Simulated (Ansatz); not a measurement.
## BaAg2As2: energy from the work of forces and stress

```xyz
5
Lattice="-2.3013 2.3013 5.4336 2.3013 -2.3013 5.4336 2.3013 2.3013 -5.4336" Properties=species:S:1:pos:R:3 pbc="T T T"
Ba    0.0000    0.0000    0.0000
Ag    0.0000    2.3013    2.7168
Ag    2.3013    0.0000    2.7168
As    0.0000    0.0000    4.1752
As    0.0000    0.0000    6.6920
```

Method: DFT PBE, scalar-relativistic, plane waves, PAW in Ansatz 0.2.0.

Plane waves to 420 eV, a k mesh through Γ of 12×12×12 on the computed 5-atom cell and Gaussian smearing (0.10 eV); no spin polarisation.

At the start the stress (GPa, compression positive, xx yy zz yz xz xy) is 1.90 1.90 4.10 0.00 0.00 0.00 and the forces (eV/Å) are Ba1 (0.00, 0.00, 0.00); Ag2 (0.00, 0.00, 0.00); Ag3 (0.00, 0.00, 0.00); As4 (0.00, 0.00, -0.23); As5 (0.00, 0.00, 0.23). Each variant moves atoms by u and then strains the cell by ε, so an atom ends at (r + u)(1 + ε); shears are tensor components, each standing twice in ε. The starting volume is 115.10 Å³.

Variant 1: strain (xx yy zz yz xz xy, %) -1.41 -1.41 1.59 0.00 0.00 0.00, moves (Å) As4 (0.000, 0.000, -0.395); As5 (0.000, 0.000, 0.395). There the stress is 10.70 10.70 7.81 0.00 0.00 0.00 GPa and the forces (eV/Å) are Ba1 (0.00, 0.00, 0.00); Ag2 (0.00, 0.00, 0.00); Ag3 (0.00, 0.00, 0.00); As4 (0.00, 0.00, 2.50); As5 (0.00, 0.00, -2.50).

Variant 2: strain (xx yy zz yz xz xy, %) -0.01 -0.01 -9.01 0.00 0.00 0.00, moves (Å) As4 (0.000, 0.000, -0.095); As5 (0.000, 0.000, 0.095). There the stress is 9.90 9.90 12.70 0.00 0.00 0.00 GPa and the forces (eV/Å) are Ba1 (0.00, 0.00, 0.00); Ag2 (0.00, 0.00, 0.00); Ag3 (0.00, 0.00, 0.00); As4 (0.00, 0.00, 0.52); As5 (0.00, 0.00, -0.52).

Variant 3: strain (xx yy zz yz xz xy, %) 1.29 1.29 2.79 0.00 0.00 0.00, moves (Å) As4 (0.000, 0.000, -0.237); As5 (0.000, 0.000, 0.237). There the stress is 1.16 1.16 1.34 0.00 0.00 0.00 GPa and the forces (eV/Å) are Ba1 (0.00, 0.00, 0.00); Ag2 (0.00, 0.00, 0.00); Ag3 (0.00, 0.00, 0.00); As4 (0.00, 0.00, 1.18); As5 (0.00, 0.00, -1.18).

Variant 4: strain (xx yy zz yz xz xy, %) -0.43 -0.43 8.57 0.00 0.00 0.00, moves (Å) As4 (0.000, 0.000, -0.395); As5 (0.000, 0.000, 0.395). There the stress is 4.04 4.04 2.15 0.00 0.00 0.00 GPa and the forces (eV/Å) are Ba1 (0.00, 0.00, 0.00); Ag2 (0.00, 0.00, 0.00); Ag3 (0.00, 0.00, 0.00); As4 (0.00, 0.00, 1.86); As5 (0.00, 0.00, -1.86).

Q: Estimate each change of free energy from forces and stresses by the trapezoid rule along the path (r + tu)(1 + tε), t from 0 to 1, and compare with the computed change.

A: The derivative of the energy along the path is −F·u(1 + tε) for the atoms and −V σ(1 + tε)⁻¹ : ε for the cell, with F, σ and V taken at t (σ positive in compression; 1 eV/Å³ = 160.2 GPa). Averaging t = 0 and t = 1 gives, in meV per atom:
```json
{"variant": "1", "work on atoms": "182.5", "work on cell": "12.3", "sum": "194.8", "computed": "216.7"}
{"variant": "2", "work on atoms": "4.5", "work on cell": "108.8", "sum": "113.3", "computed": "109.1"}
{"variant": "3", "work on atoms": "46.6", "work on cell": "-16.7", "sum": "29.9", "computed": "51.0"}
{"variant": "4", "work on atoms": "141.1", "work on cell": "-34.5", "sum": "106.6", "computed": "148.7"}
```

The rule is exact for a quadratic energy surface and overshoots a term ct³ by c/2, so the difference between the last two columns measures the net anharmonic part along the path (terms of opposite sign can cancel, and the finite basis adds a little): 4 to 41 % here. The largest difference belongs to a path far outside the harmonic range.